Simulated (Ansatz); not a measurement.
**Two states of TiBO$_{3}$**

```yaml
crystal:
  lattice:
    - [4.80390, 0.00000, 0.00000]
    - [-2.40195, 4.16031, 0.00000]
    - [0.00000, -2.77353, 5.01506]
  atoms:
    - { symbol: Ti, position: [0.00000, 0.00000, 0.00000] }
    - { symbol: Ti, position: [0.50000, 0.00000, 0.50000] }
    - { symbol: B, position: [0.25000, 0.50000, 0.75000] }
    - { symbol: B, position: [0.75000, 0.50000, 0.25000] }
    - { symbol: O, position: [0.54838, 0.50000, 0.75000] }
    - { symbol: O, position: [0.25000, 0.79838, 0.75000] }
    - { symbol: O, position: [0.95162, 0.20162, 0.75000] }
    - { symbol: O, position: [0.45162, 0.50000, 0.25000] }
    - { symbol: O, position: [0.75000, 0.20162, 0.25000] }
    - { symbol: O, position: [0.04838, 0.79838, 0.25000] }
```

Level: r2SCAN, with U_eff = 6.41 eV on atom 1 d, U_eff = 6.41 eV on atom 2 d, U_eff = 2.59 eV on atom 5 p, U_eff = 2.59 eV on atom 6 p, U_eff = 2.59 eV on atom 7 p, U_eff = 2.59 eV on atom 8 p, U_eff = 2.59 eV on atom 9 p, U_eff = 2.59 eV on atom 10 p (all-electron-ortho-atomic projectors); 500 eV; 5×5×5 Γ-centred mesh; fermi-dirac occupations (width 0.0607 eV); Ansatz 0.2.0, fixed geometry.

State A: Ti1 up, Ti2 down (collinear spin). State B: Ti1 up, Ti2 up (collinear spin).

Task: Which state is lower, and how do they differ?

Result: They are level within 1 meV an atom.

```json
{"state": "A", "free energy (meV/atom)": "0.5", "largest moment in a small sphere (μB)": "0.78", "net moment (μB/cell)": "0.00", "gap on mesh (eV)": "5.43", "pressure (GPa)": "-11.2", "largest force (eV/Å)": "2.39"}
{"state": "B", "free energy (meV/atom)": "0.0", "largest moment in a small sphere (μB)": "0.78", "net moment (μB/cell)": "2.00", "gap on mesh (eV)": "5.09", "pressure (GPa)": "-11.2", "largest force (eV/Å)": "2.39"}
```

Origin: a known structure type with other elements, at an estimated volume, so it need not be a known compound. Caveats: the state breaks the symmetry of the cell; atoms or cell far from equilibrium; an odd or shifted mesh can miss the band edges, so this level's true gap may be smaller.
